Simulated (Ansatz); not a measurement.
AlB3P4, ordered on the zincblende lattice (Cm) with 8 atoms a cell: a relaxation of cell and atoms in Ansatz 0.2.0 (r2SCAN). It starts from the PBE minimum.

```yaml
crystal:
  lattice:
    - [5.6323677501, -1.678574363, 0.0251411318]
    - [5.6323677501, 1.678574363, 0.0251411318]
    - [-0.998208733, 0.0, 5.8581655085]
  atoms:
    - { symbol: B, position: [-0.0064481789, -0.0064481789, -0.0129244115] }
    - { symbol: B, position: [0.5047601844, 0.5047601844, 0.51074269] }
    - { symbol: B, position: [0.2516168576, 0.2516168576, 0.7495810724] }
    - { symbol: Al, position: [0.7478241358, 0.7478241358, 0.2490005914] }
    - { symbol: P, position: [0.539666893, 0.539666893, 0.178445243] }
    - { symbol: P, position: [0.0695613492, 0.0695613492, 0.6883108585] }
    - { symbol: P, position: [0.8154599632, 0.8154599632, 0.9085538639] }
    - { symbol: P, position: [0.3275587956, 0.3275587956, 0.4782900923] }
kpoints:
  mp_grid: { grid: [8, 8, 4] }
hamiltonian:
  xc: r2scan
scf:
  occupations: { method: fermi_dirac, width: 0.02 }
relax:
  f_tol: 0.005
  cell: {}
output:
  write_density: true
  write_potential: true
  elf: true
  volumetric_format: npy
```

The trajectory has 5 recorded frames, each with fractional positions and then forces in eV/Å along x, y and z. The last, and any step after a large change of cell, is solved on a basis re-selected at its cell; pressure is positive in compression.

Step 1: energy 0.0 meV/atom from step 1, largest force component 0.156 eV/Å, pressure -1.16 GPa; a = 5.877 Å, b = 5.877 Å, c = 5.943 Å, α = 99.02°, β = 99.02°, γ = 33.19°
```
B  0.9936 0.9936 0.9871    -0.053   0.000  -0.002
B  0.5048 0.5048 0.5107    -0.045   0.000   0.013
B  0.2516 0.2516 0.7496     0.043   0.000  -0.032
Al 0.7478 0.7478 0.2490     0.031   0.000   0.041
P  0.5397 0.5397 0.1784     0.156   0.000   0.012
P  0.0696 0.0696 0.6883     0.019   0.000  -0.011
P  0.8155 0.8155 0.9086    -0.060   0.000   0.121
P  0.3276 0.3276 0.4783    -0.092   0.000  -0.144
```

Question: Estimate where the relaxation ends.

Answer:
Step 2: energy -0.6 meV/atom from step 1, largest force component 0.033 eV/Å, pressure -0.33 GPa; a = 5.868 Å, b = 5.868 Å, c = 5.931 Å, α = 99.04°, β = 99.04°, γ = 33.18°
```
B  0.9935 0.9935 0.9872     0.005   0.000   0.006
B  0.5045 0.5045 0.5105     0.014   0.000   0.007
B  0.2517 0.2517 0.7494     0.006   0.000  -0.002
Al 0.7480 0.7480 0.2492    -0.002   0.000   0.015
P  0.5404 0.5404 0.1786    -0.012   0.000  -0.005
P  0.0695 0.0695 0.6882    -0.033   0.000  -0.010
P  0.8153 0.8153 0.9094     0.024   0.000  -0.010
P  0.3272 0.3272 0.4774    -0.002   0.000  -0.001
```

Step 3: energy -0.6 meV/atom from step 1, largest force component 0.023 eV/Å, pressure +0.04 GPa; a = 5.860 Å, b = 5.860 Å, c = 5.926 Å, α = 99.05°, β = 99.05°, γ = 33.23°
```
B  0.9936 0.9936 0.9873    -0.010   0.000  -0.011
B  0.5046 0.5046 0.5106    -0.008   0.000  -0.003
B  0.2517 0.2517 0.7495    -0.003   0.000  -0.003
Al 0.7480 0.7480 0.2493    -0.001   0.000  -0.003
P  0.5403 0.5403 0.1785     0.007   0.000   0.004
P  0.0693 0.0693 0.6881     0.023   0.000   0.012
P  0.8153 0.8153 0.9093    -0.001   0.000   0.002
P  0.3272 0.3272 0.4774    -0.006   0.000   0.003
```

Step 4: energy -0.6 meV/atom from step 1, largest force component 0.001 eV/Å, pressure +0.01 GPa; a = 5.862 Å, b = 5.862 Å, c = 5.926 Å, α = 99.04°, β = 99.04°, γ = 33.20°
```
B  0.9935 0.9935 0.9872     0.000   0.000   0.000
B  0.5045 0.5045 0.5106     0.001   0.000   0.000
B  0.2517 0.2517 0.7494     0.000   0.000   0.000
Al 0.7480 0.7480 0.2493     0.000   0.000  -0.001
P  0.5404 0.5404 0.1786    -0.001   0.000  -0.001
P  0.0694 0.0694 0.6882     0.000   0.000   0.000
P  0.8153 0.8153 0.9093     0.000   0.000   0.000
P  0.3272 0.3272 0.4774     0.000   0.000   0.001
```

Step 5: energy -0.6 meV/atom from step 1, largest force component 0.001 eV/Å, pressure +0.01 GPa; a = 5.862 Å, b = 5.862 Å, c = 5.926 Å, α = 99.04°, β = 99.04°, γ = 33.20°
```
B  0.9935 0.9935 0.9872     0.000   0.000   0.000
B  0.5045 0.5045 0.5106     0.001   0.000   0.000
B  0.2517 0.2517 0.7494     0.000   0.000   0.000
Al 0.7480 0.7480 0.2493     0.000   0.000  -0.001
P  0.5404 0.5404 0.1786    -0.001   0.000   0.000
P  0.0694 0.0694 0.6882     0.000   0.000   0.000
P  0.8153 0.8153 0.9093     0.000   0.000   0.000
P  0.3272 0.3272 0.4774     0.000   0.000   0.001
```

The walk took 4 steps, besides SCFs solved again on a fresh basis, and changed the volume by -0.8 %. The last SCF, on a fresh basis, lies 0.6 meV an atom below the first. Final cell: space group Cm (No. 8), monoclinic; a = 11.236 Å, b = 3.349 Å, c = 5.926 Å, β = 99.4° in the conventional setting, 13.75 Å³ an atom. B has 4 P at 1.98–2.09 Å; B has 4 P at 1.97–2.07 Å; B has 4 P at 1.94–2.02 Å; Al has 4 P at 2.24–2.30 Å; P has 3 B at 2.04–2.07 Å and 1 Al at 2.30 Å; P has 4 B at 2.02–2.09 Å; P has 3 B at 1.98–2.00 Å and 1 Al at 2.27 Å; P has 2 B at 1.94–1.97 Å and 2 Al at 2.24 Å.

Command: `ansatz run input.yaml --threads 4 --pin off --max-ram 6451MiB --backend cpu --events-out ev --progress --plain --runs-dir out`. Wall time 47 s on 4 threads of Arm Neoverse V2, with other jobs on the host; peak host memory 0.83 GiB.

These are computed values for a spin-unpolarised cell that may be hypothetical; none is a measurement.
